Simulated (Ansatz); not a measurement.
Method: DFT PBE, scalar-relativistic, plane waves, PAW in Ansatz. All cells share a 420 eV cutoff and Γ-centred k meshes spaced at most about 0.3 Å⁻¹ (about 0.25 or finer for metals, 2π included). No spin polarisation in the final relaxations.

Temperature and zero-point effects are left out.

Two relaxed structures of Hf₃NbO₂:

A. Space group P-3m1 (No. 164), trigonal, a = 3.363 Å, c = 10.577 Å. Hf on a site of symmetry 3m has 1 O at 2.18 Å, 3 Nb at 2.96 Å, 6 Hf at 3.36 Å and 3 Hf at 3.62 Å; Hf on a site of symmetry -3m has 6 O at 2.13 Å, 6 Hf at 3.36 Å and 6 Hf at 3.62 Å; Nb has 6 Hf at 2.96 Å and 6 Nb at 3.36 Å; O is surrounded by 4 Hf at 2.13–2.18 Å and 3 O at 2.61 Å.

B. Space group P6/mmm (No. 191), hexagonal, a = 6.254 Å, c = 2.752 Å. Around Hf lie 4 O at 2.27 Å, 2 Hf at 2.75 Å, 4 Hf at 3.13 Å and 4 Nb at 3.42 Å; around Nb lie 2 Nb at 2.75 Å and 12 Hf at 3.42 Å; O has 6 Hf at 2.27 Å and 2 O at 2.75 Å.

Question: Which form is favoured at zero pressure, and by what margin per atom?

Answer: A is lower, by 228 meV/atom. A has space group P-3m1 (No. 164), 17.3 Å³/atom and no gap on its mesh; B has space group P6/mmm (No. 191), 15.5 Å³/atom and no gap. Counting O atoms around Hf and Nb (those within 1.25 times the shortest such distance or 1.15 times the sum of covalent radii; a plus sign parts nearer from farther groups; the shortest distance is added where it is long for a bond; a slash parts the counts of unlike sites), A has Hf 1/6, Nb 6+6 from 4.8 Å and B has Hf 4, Nb 6 from 3.6 Å. The lower one is the more open, so pressure narrows the difference. Both come from invented guesses.

These runs have no spin–orbit coupling, which can matter for Hf. In P-3m1, P6/mmm an odd number of electrons in the primitive cell allows no gap without spin; a larger cell or a magnetic state could open one. A magnetic state wasn't ruled out in cells without spin, among them P-3m1, P6/mmm. Cells relaxed within their symmetry can be saddle points.
